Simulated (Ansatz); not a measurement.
## ScPt: pressure against volume, fitted

```
CELL_PARAMETERS angstrom
3.27000 0.00000 0.00000
0.00000 3.27000 0.00000
0.00000 0.00000 3.27000
ATOMIC_POSITIONS crystal
Sc 0.50000 0.50000 0.50000
Pt 0.00000 0.00000 0.00000
```

Atom numbers follow the list: Sc1, Pt2.

The geometry is COD entry 1537628, unchecked; take it as a test cell.

Spin polarisation is left out, and whether a magnetic state lies lower isn't shown here.

Spin–orbit coupling is left out, though it moves levels of the heavy atoms by tenths of an eV or more.

Level of theory: DFT, LDA, all-electron LAPW, scalar-relativistic in Ansatz 0.2.0.

Sampling and basis: a Γ-centred 10×10×10 k mesh, Fermi–Dirac smearing of 0.05 eV, basis error target 0.25 meV/atom, no spin polarisation.

The cell is scaled evenly. Fractional coordinates are held (clamped ions).

```
V (Å³/atom)  P (GPa)
     16.784     0.72
     17.133    -2.51
     17.308    -4.00
     17.483    -5.42
     17.658    -6.75
     17.833    -8.02
     18.182   -10.35
     18.532   -12.43
```

(1) Fit a third-order Birch–Murnaghan curve to the pressures.

(2) Predict the pressure at the withheld volume, 16.434 Å³/atom.

Answers

(1) P = (3B0/2)(y^(7/2) − y^(5/2))[1 + (3/4)(B0′ − 4)(y − 1)] with y = (V0/V)^(2/3) fits within 0.01 GPa for V0 = 16.858 Å³/atom, B0 = 161.1 GPa and B0′ = 4.31.

(2) There y = 1.0171, so the fit gives 4.34 GPa; the run gave 4.33 GPa.
